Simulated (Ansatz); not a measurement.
This cell of HgSe (zinc blende) is off equilibrium:

```
CELL_PARAMETERS angstrom
      0.00000     3.22219     3.22219
      3.22219     0.00000     3.22219
      3.22219     3.22219     0.00000
ATOMIC_POSITIONS crystal
  Se 0.25000 0.25000 0.25000
  Hg 0.00000 0.00000 0.00000
```

Computed with PBEsol (plane waves to 420 eV, PAW, scalar-relativistic; Ansatz, a first-principles code). k mesh 9×9×9 (Γ-centred), Fermi-Dirac smearing 0.05 eV. The energy includes the smearing's −TS. Compression counts positive. At this level the bands of HgSe touch or barely overlap. HgSe was relaxed with its symmetry unable to fall. Spin-orbit coupling is left out, though Hg is heavy.

Q: Give the stress tensor in GPa and the pressure.

A: 
```
   -5.3      0.0      0.0
    0.0     -5.3      0.0
    0.0      0.0     -5.3
```
The pressure, a third of the trace, is -5.3 GPa.

Q: It is the relaxed cell scaled evenly to V/V₀ = 1.160, atoms relaxed where free. What is its energy relative to the relaxed cell?

A: 88 meV/atom.

(A scan under strain: stresses follow from slopes of the energy per volume, elastic moduli from its curvatures.)
